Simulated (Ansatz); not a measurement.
InMo₃C (anti-perovskite, Pm-3m), r²SCAN in the plane-wave PAW code Ansatz, all energies at zero smearing, with the estimated change up to a 700 eV cutoff added, with one set of potentials and settings (totals compare only within such a set). Cell of 5 atoms (1 In, 3 Mo, 1 C): -20765.448 eV.

```csv
element,reference phase,E (eV/atom)
In,"I4/mmm, 1 atoms in the cell",-5611.8204
Mo,"Im-3m, 1 atoms in the cell",-4967.5975
C,"P6_3/mmc, 4 atoms in the cell",-251.6711
```

Formation energy per atom, worked out: (-20765.448 − 1×(-5611.8204) − 3×(-4967.5975) − 1×(-251.6711))/5 = 0.167 eV/atom (16 kJ per mol of atoms), at 0 K, without zero-point energy or fitted corrections.

The start of the workflow was typed in or built on a structure type; neither database checked (COD, Materials Project) lists it. Whether it is the stable phase at ambient conditions was not checked. The cell was relaxed with r²SCAN under the symmetry of its start; whether a distortion lowers the energy is not shown. The run is not spin-polarised. Its formation energy is positive at this level, so the cell may be metastable or incomplete. The references are the lowest solids computed at this level, not always the standard phases.

Potentials: the later of the program's two PAW sets.
